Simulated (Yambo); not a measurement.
```
CELL_PARAMETERS angstrom
      4.21304     0.00000     0.00000
      0.00000     4.21304     0.00000
      0.00000     0.00000    20.50000
ATOMIC_POSITIONS crystal
  H  0.00000 0.50000 0.00000
  H  0.50000 0.00000 0.00000
  Sr 0.00000 0.00000 0.06311
  Sr 0.50000 0.50000 0.93689
  I  0.50000 0.50000 0.13771
  I  0.00000 0.00000 0.86229
```

Workflow: PBEsol (Quantum ESPRESSO, PseudoDojo norm-conserving, 72 Ry, with spin-orbit coupling), then G0W0 in Yambo (4×4×1 Γ-centred k mesh, 208 bands and a 5 Ry block in the screening, 208 bands in G with the Bruneval-Gonze terminator, plasmon pole fitted at 27.2 eV, slab-truncated Coulomb interaction, stochastic integration of W near q = 0).

Give the PBEsol and G0W0 gaps between the band edges found on this mesh, and say where the edges lie.

Edges: (0, 0.25) → Γ. PBEsol: 3.65 eV; G0W0: 6.18 eV. Nearest settings tried, and what they do to the gap: 138 bands in W, 138 bands in G: +61 meV; 3 Ry block (209 vectors against 443): -115 meV. Not varied: mesh, cell height. So the settings aren't converged at that level. 

Geometry relaxed with PBEsol.

This is a model layer cut from the bulk structure; whether it is stable on its own was not checked.
